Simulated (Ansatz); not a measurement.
## Zincblende alloy of CdTe and MgTe (14 of 32 Cd sites exchanged), 64 atoms

Ansatz, PAW, plane waves. PBEsol relaxation of volume and atoms (shape held) at the single k point (¼, ¼, ¼) without its symmetry partners; single points on the relaxed atoms at the Γ point alone, onto which points of the small cell's zone fold. Arrangement: random. No spin–orbit coupling unless named.

Relaxed structure:

```
Cd Mg Te
1.0
    12.93032    0.00000    0.00000
     0.00000   12.93032    0.00000
     0.00000    0.00000   12.93032
Cd Mg Te
18 14 32
Direct
  0.99944 0.99981 0.00001
  0.00028 0.00070 0.50104
  0.99936 0.50132 0.50055
  0.50073 0.50072 0.50135
  0.25002 0.75067 0.00030
  0.25116 0.75083 0.50092
  0.75066 0.24976 0.50002
  0.75027 0.75083 0.50086
  0.25072 0.00085 0.25069
  0.24999 0.50050 0.24998
  0.25112 0.50067 0.75127
  0.74942 0.00085 0.75069
  0.00029 0.25100 0.25029
  0.00059 0.25108 0.75038
  0.99966 0.75037 0.24994
  0.50042 0.25079 0.25002
  0.50051 0.25042 0.75099
  0.50173 0.75073 0.25027
  0.99888 0.49998 0.99951
  0.50018 0.00028 0.99934
  0.49948 0.99933 0.49925
  0.49982 0.49998 0.00054
  0.25038 0.24935 0.99970
  0.24969 0.25008 0.49985
  0.74905 0.25048 0.00089
  0.74956 0.74944 0.99903
  0.24982 0.00080 0.75041
  0.74971 0.00035 0.24857
  0.74960 0.49961 0.24871
  0.74973 0.50036 0.75079
  0.99961 0.74938 0.75086
  0.49949 0.75121 0.74976
  0.12538 0.12541 0.12418
  0.12660 0.12593 0.62558
  0.12351 0.62418 0.12366
  0.12482 0.62586 0.62611
  0.62502 0.12417 0.12377
  0.62351 0.12398 0.62387
  0.62576 0.62432 0.12367
  0.62510 0.62587 0.62760
  0.37452 0.37482 0.12311
  0.37408 0.37404 0.62454
  0.37605 0.87602 0.12447
  0.37573 0.87713 0.62655
  0.87421 0.37570 0.12391
  0.87382 0.37584 0.62613
  0.87258 0.87448 0.12415
  0.87595 0.87470 0.62683
  0.37556 0.12582 0.37667
  0.37445 0.12420 0.87582
  0.37556 0.62539 0.37480
  0.37731 0.62581 0.87561
  0.87434 0.12382 0.37362
  0.87374 0.12675 0.87599
  0.87299 0.62417 0.37369
  0.87496 0.62502 0.87508
  0.12538 0.37521 0.37621
  0.12549 0.37556 0.87731
  0.12498 0.87493 0.37484
  0.12464 0.87513 0.87327
  0.62586 0.37606 0.37457
  0.62578 0.37633 0.87643
  0.62611 0.87717 0.37523
  0.62389 0.87416 0.87590
```

Question: What are the mean bond lengths by pair (pairs within 1.2 times the sum of covalent radii, less contacts 15 % beyond the pair's median; cation–cation pairs of compounds aside; long ionic contacts are cut short by that bound)?

Answer: Cd–Te 2.809 ± 0.004 Å (standard deviation, 72 bonds); Mg–Te 2.787 ± 0.002 Å (standard deviation, 56 bonds).

Question: What gap lies between the top filled and the lowest empty level in the single points?

Answer: HSE06 2.31 eV (48 s on NVIDIA GB200).
